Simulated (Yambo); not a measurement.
BSE-type run in Yambo on NaYS₂ (space group R-3m, No. 166), at zero momentum.

Quantum ESPRESSO step (PBEsol, PseudoDojo standard norm-conserving files, scalar-relativistic):
```
&CONTROL
  calculation = 'nscf'
  pseudo_dir = './pseudo'
  outdir = './out'
/
&SYSTEM
  ibrav = 0
  nat = 4
  ntyp = 3
  ecutwfc = 88.0
  ecutrho = 352.0
  occupations = 'fixed'
  force_symmorphic = .true.
  nbnd = 53
/
&ELECTRONS
  conv_thr = 4e-09
  diago_full_acc = .true.
  diago_thr_init = 1e-08
/
ATOMIC_SPECIES
Na 22.9898 Na.upf
S 32.0600 S.upf
Y 88.9058 Y.upf
CELL_PARAMETERS angstrom
  1.968203253881   1.136342678448   6.582819742000
 -1.968203253881   1.136342678448   6.582819742000
  0.000000000000  -2.272685356896   6.582819742000
ATOMIC_POSITIONS crystal
Na   0.000000000000   0.000000000000   0.000000000000
S   0.242616560800   0.242616560800   0.242616560800
S   0.757383439200   0.757383439200   0.757383439200
Y   0.500000000000   0.500000000000   0.500000000000
K_POINTS automatic
6 6 6 0 0 0
```

Yambo input:
```
rim_cut
optics
bse
bss
dipoles
em1s
RandQpts= 1000000
RandGvec= 1 Ry
FFTGvecs= 40 Ry
Chimod= "HARTREE"
BSKmod= "SEX"
BSEmod= "resonant"
BSSmod= "hs"
BSENGexx= 15 Ry
BSENGBlk= 4 Ry
% KfnQP_E
 1.683 | 1.0 | 1.0 |
%
% BSEQptR
 1 | 1 |
%
% BSEBands
 11 | 26 |
%
% BEnRange
 0.0 | 12.7 | eV
%
% BDmRange
 0.15 | 0.15 | eV
%
BEnSteps= 254
% BLongDir
 0.0 | 0.0 | 1.0 |
%
BSHayTrs= -0.02
BSSNEig= 24
WRbsWF
% BndsRnXs
 3 | 49 |
%
NGsBlkXs= 4 Ry
% LongDrXs
 1.0 | 1.0 | 1.0 |
%
```

From the report:

The dimension is k points × valence × conduction bands = 216 × 6 × 10 = 12960.
```
  [SLEPC] Approach                          : Krylov-Schur
  [SLEPC] Number of requested eigenvalues   :  24
  [SLEPC] Number of eigenvalues        [NEV]:  24
   [K] Dimension                                    :  12960
   [K] Bands                                        :  11  26
   [K] Exchange res                                 : yes
   [K] Correlation res                              : yes
   [K] W interaction is bare                        : no
   [K] RL vectors exchange                          :   591
   [K] RL vectors correlation                       :   93
   [W] Matrix size                                  :   93
   [W] Bands                                        :    3   49
   [W] Coulomb Cutoff                               : none
   [W] Hxc Kernel                                   : HARTREE
```
Lowest eigenvalues (eV; in brackets the number of states within 2 meV): 4.19 (1), 4.22 (2), 4.26 (2), 4.36 (1), 4.37 (1), 4.37 (2). They depend on the mesh, which isn't converged, and on the G0W0 scissor.

Geometry relaxed with PBEsol.
